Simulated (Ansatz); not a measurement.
The cell below belongs to a search over invented structures; it isn't taken from experiment.

Input and command of a plane-wave DFT calculation in Ansatz:

```yaml
crystal:
  lattice:
    - [0.0, 5.4565742261, 5.4565742261]
    - [5.4565742261, 0.0, 5.4565742261]
    - [5.4565742261, 5.4565742261, 0.0]
  atoms:
    - { symbol: Na, position: [0.25, 0.25, 0.25] }
    - { symbol: Al, position: [0.0, 0.0, 0.0] }
    - { symbol: In, position: [0.5, 0.5, 0.5] }
    - { symbol: C, position: [0.8099254985, 0.1900745015, 0.1900745015] }
    - { symbol: C, position: [0.8099254985, 0.1900745015, 0.8099254985] }
    - { symbol: C, position: [0.8099254985, 0.8099254985, 0.1900745015] }
    - { symbol: C, position: [0.1900745015, 0.8099254985, 0.8099254985] }
    - { symbol: C, position: [0.1900745015, 0.8099254985, 0.1900745015] }
    - { symbol: C, position: [0.1900745015, 0.1900745015, 0.8099254985] }
    - { symbol: "N", position: [0.7024822229, 0.2975177771, 0.2975177771] }
    - { symbol: "N", position: [0.7024822229, 0.2975177771, 0.7024822229] }
    - { symbol: "N", position: [0.7024822229, 0.7024822229, 0.2975177771] }
    - { symbol: "N", position: [0.2975177771, 0.7024822229, 0.7024822229] }
    - { symbol: "N", position: [0.2975177771, 0.7024822229, 0.2975177771] }
    - { symbol: "N", position: [0.2975177771, 0.2975177771, 0.7024822229] }
basis:
  ecutwfc: 420
kpoints:
  mp_grid: { grid: [6, 6, 6] }
hamiltonian:
  xc: pbe
scf:
  occupations: { method: gaussian, width: 0.1 }
output:
  forces: true
  stress: true
  eigenvalues: true
  write_density: true
  write_potential: true
  elf: true
  volumetric_format: npy
relax:
  adjacent_minimum: "off"
  f_tol: 0.01
  max_steps: 80
  cell: { stress_tol: 0.05 }
```

```bash
ansatz run input.yaml --threads 1 --pin off --max-ram 2560MiB --backend cpu --events-out ev --progress --plain --runs-dir out
```

Processor: Intel(R) Xeon(R) Platinum 8175M CPU @ 2.50GHz (Skylake/Cascade Lake), 1 thread, on a host shared with other jobs.

Problem. Estimate time, memory and problem size.

Solution. About 87 s, peak memory 0.7 GiB. It solves 55 bands at 16 k points (after reduction by symmetry) with about 6375 plane waves (on the last cell), in 23 SCF iterations over 3 ionic steps.
